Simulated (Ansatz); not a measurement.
SiBCN:
Space group R3m, hexagonal axes (No. 160); a = b = 2.8436 Å, c = 14.0430 Å, α = β = 90.00°, γ = 120.00°

```tsv
atom	site	symmetry	x	y	z
B	3a	3m	0.0000	0.0000	0.0064
N	3a	3m	0.0000	0.0000	0.8805
Si	3a	3m	0.0000	0.0000	0.4956
C	3a	3m	0.0000	0.0000	0.3674
```
(The calculation used a cell of 4 atoms; values per cell refer to that cell.)

Relaxed with PBE.

Which orbitals make up the states near the band edges in plane-wave PAW PBE (Ansatz code)?

Top 1 eV of the valence band: C 2p 64 %, B 2p 28 %. Bottom 1 eV of the conduction band: Si 3p 42 %, N 2s 18 %, B 2p 11 %, N 2p 5 %, outside the projected shells 11 %. Projections are on Löwdin-orthogonalised atomic valence shells; empty p or d shells of many metals are not among them.

Tabulate the density of states.

States/eV per cell of 4 atoms, in 0.25 eV bins, energy from the valence-band maximum.

```csv
E (eV),total,C 2p,N 2p,B 2p
-7.85,1.38,0.23,0.61,0.11
-7.60,1.39,0.19,0.67,0.11
-7.35,1.23,0.13,0.63,0.10
-7.10,1.15,0.10,0.64,0.10
-6.85,1.31,0.11,0.73,0.14
-6.60,1.34,0.13,0.74,0.15
-6.35,1.44,0.21,0.75,0.17
-6.10,1.72,0.24,0.95,0.18
-5.85,1.47,0.23,0.78,0.17
-5.60,1.29,0.24,0.65,0.16
-5.35,1.24,0.25,0.61,0.17
-5.10,1.36,0.32,0.61,0.23
-4.85,1.50,0.39,0.63,0.28
-4.60,1.38,0.41,0.50,0.27
-4.35,0.93,0.40,0.13,0.21
-4.10,1.13,0.52,0.13,0.22
-3.85,1.04,0.48,0.11,0.19
-3.60,1.15,0.54,0.13,0.21
-3.35,1.23,0.60,0.15,0.23
-3.10,1.59,0.79,0.20,0.30
-2.85,1.66,0.84,0.22,0.33
-2.60,1.67,0.85,0.23,0.36
-2.35,1.64,0.84,0.24,0.36
-2.10,1.45,0.75,0.23,0.31
-1.85,1.04,0.55,0.16,0.23
-1.60,0.83,0.45,0.12,0.18
-1.35,0.68,0.38,0.09,0.16
-1.10,0.53,0.31,0.04,0.14
-0.85,0.43,0.26,0.02,0.12
-0.60,0.36,0.23,0.01,0.10
-0.35,0.34,0.22,0.01,0.10
-0.10,0.12,0.08,0.00,0.03
0.15,0.00,0.00,0.00,0.00
0.40,0.03,0.00,0.00,0.00
0.65,0.10,0.00,0.00,0.01
0.90,0.16,0.01,0.01,0.02
1.15,0.22,0.01,0.01,0.02
1.40,0.29,0.02,0.02,0.03
1.65,0.39,0.02,0.04,0.04
1.90,0.54,0.03,0.06,0.05
2.15,0.73,0.05,0.09,0.07
2.40,0.74,0.05,0.10,0.07
2.65,0.75,0.06,0.11,0.06
2.90,0.75,0.06,0.12,0.06
3.15,0.76,0.06,0.13,0.06
3.40,0.62,0.05,0.09,0.04
3.65,0.55,0.05,0.06,0.03
3.90,0.59,0.05,0.05,0.03
4.15,0.51,0.04,0.04,0.03
4.40,0.33,0.02,0.03,0.02
4.65,0.27,0.01,0.02,0.03
4.90,0.54,0.02,0.04,0.07
5.15,1.02,0.04,0.08,0.16
```

The start of the workflow was typed in or built on a structure type; neither database checked (COD, Materials Project) lists it. Its standing as an ambient phase is unchecked. The PBE relaxation kept the symmetry of its start; its stability against distortions is not shown here. The volume moved by -18 % from the start of the relaxation.

Potentials: the earlier of the program's two PAW sets.
